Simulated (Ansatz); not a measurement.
MgO:
```cif
data_Mg4O4
_chemical_formula_sum 'Mg4 O4'
_space_group_name_H-M_alt 'Fm-3m'
_space_group_IT_number 225
_space_group_name_Hall '-F 4 2 3'
_cell_length_a 4.25388
_cell_length_b 4.25388
_cell_length_c 4.25388
_cell_angle_alpha 90.000
_cell_angle_beta 90.000
_cell_angle_gamma 90.000
loop_
_atom_site_label
_atom_site_type_symbol
_atom_site_symmetry_multiplicity
_atom_site_Wyckoff_symbol
_atom_site_fract_x
_atom_site_fract_y
_atom_site_fract_z
_atom_site_occupancy
Mg1 Mg 4 a 0.00000 0.00000 0.00000 1
O1 O 4 b 0.50000 0.50000 0.50000 1
```
(The calculation used a cell of 2 atoms; values per cell refer to that cell.)

Relaxed with PBE.

### Question
Give the optical modes at the zone centre with their infrared and Raman activity from DFPT, plane-wave PAW PBE (Ansatz code).

### Answer
Transverse frequencies, without the LO–TO term; a row sums one degenerate level.

```json
[
 {"ω (cm⁻¹)": "365", "degeneracy": "3", "IR ((D/Å)²/amu)": "28.65", "Raman (Å⁴/amu)": "0", "activity": "IR", "symmetry": "T1u"}
]
```

### Question
How high does the top mode go among those that the LO–TO term moves?

### Answer
678 cm⁻¹ for q along x.

The cell was relaxed with PBE under the symmetry of its start; phonons on a q-mesh show no instability. The volume moved by -31 % from the start of the relaxation.

Potentials: the later of the program's two PAW sets.
